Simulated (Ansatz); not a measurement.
Ta$_{2}$Co:
```
CELL_PARAMETERS angstrom
     -3.03997     3.03997     2.48240
      3.03997    -3.03997     2.48240
      3.03997     3.03997    -2.48240
ATOMIC_POSITIONS crystal
  Co 0.75000 0.75000 0.00000
  Co 0.25000 0.25000 0.00000
  Ta 0.16137 0.66137 0.82274
  Ta 0.66137 0.83863 0.50000
  Ta 0.83863 0.33863 0.17726
  Ta 0.33863 0.16137 0.50000
```

Relaxed with r²SCAN.

Tabulate the valence density and the electron localisation function along the shortest Co–Co contact (2.48 Å), plane-wave PAW r²SCAN (Ansatz code).



| distance from Co (Å) | density (e/Å³) | ELF |
|---|---|---|
| 0.25 | 31.26 | 0.95 |
| 0.37 | 15.77 | 0.85 |
| 0.50 | 6.92 | 0.59 |
| 0.62 | 2.95 | 0.31 |
| 0.74 | 1.34 | 0.17 |
| 0.87 | 0.70 | 0.13 |
| 0.99 | 0.47 | 0.17 |
| 1.12 | 0.40 | 0.29 |
| 1.24 | 0.38 | 0.38 |
| 1.37 | 0.40 | 0.29 |
| 1.49 | 0.47 | 0.17 |
| 1.61 | 0.70 | 0.13 |
| 1.74 | 1.34 | 0.17 |
| 1.86 | 2.95 | 0.31 |
| 1.99 | 6.92 | 0.59 |
| 2.11 | 15.77 | 0.85 |
| 2.23 | 31.26 | 0.95 |

The density is the valence pseudo-density with augmentation charge, so density and ELF within about 1 Å of a nucleus are not all-electron values.

Space group I4/mcm. The workflow started from an entry of the Crystallography Open Database (COD), which files this formula under 2 space groups. Whether it is the stable phase at ambient conditions was not checked. The r²SCAN relaxation kept the symmetry of its start; its stability against distortions is not shown here. The workflow began spin-polarised and lost its moments. Spin–orbit coupling is left out wherever it is not named.

Potentials: the later of the program's two PAW sets.
